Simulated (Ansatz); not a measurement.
Hf (hcp, Mg type)

```
Hf
1.0
    3.20412     0.00000     0.00000
   -1.60206     2.77485     0.00000
    0.00000     0.00000     5.06894
Hf
2
Cartesian
  0.00000   1.84990   3.80171
  1.60206   0.92495   1.26724
```

Scan: atom 1 (Hf, nearest neighbour Hf at 3.138 Å; its periodic images, 3.2 Å or more away, move with it) is displaced towards the nearest neighbour, direction (-0.511, -0.295, -0.808) in Cartesian axes, by s. The other atoms stay.

These are PBE (plane waves to 420 eV, PAW, scalar-relativistic; Ansatz, an electronic-structure program) values and carry that method's errors. k mesh 13×13×8 (Γ-centred), Fermi-Dirac smearing 0.05 eV. The energy includes the smearing's −TS. With partly filled bands, energies and forces of such displacements shift with the k mesh and the smearing. Hf is run without spin polarisation. Hf was relaxed with its symmetry unable to fall. Spin-orbit coupling is left out, though Hf is heavy. The PAW data are Ansatz's earlier set. ΔE is measured from the undisplaced structure.

Successive frames, forces in eV/Å:

```json
[
 {"frame": "s = 0.248 Å", "ΔE (meV/cell)": "111", "F on Hf1": "(0.284, 0.164, 1.030)", "F on Hf2": "(-0.284, -0.164, -1.030)"},
 {"frame": "s = 0.186 Å", "ΔE (meV/cell)": "58", "F on Hf1": "(0.211, 0.122, 0.685)", "F on Hf2": "(-0.211, -0.122, -0.685)"},
 {"frame": "s = 0.124 Å", "ΔE (meV/cell)": "24", "F on Hf1": "(0.139, 0.080, 0.396)", "F on Hf2": "(-0.139, -0.080, -0.396)"}
]
```

### Question
What are the energy and the forces in the next frame, s = 0.062 Å?

### Answer
ΔE (meV/cell) = 5.

| atom | Fx | Fy | Fz |
|---|---|---|---|
| Hf1 | 0.069 | 0.040 | 0.167 |
| Hf2 | -0.069 | -0.040 | -0.167 |

(A displaced cell: forces are minus the slopes of the energy, force constants its curvatures, and phonons follow from these.)
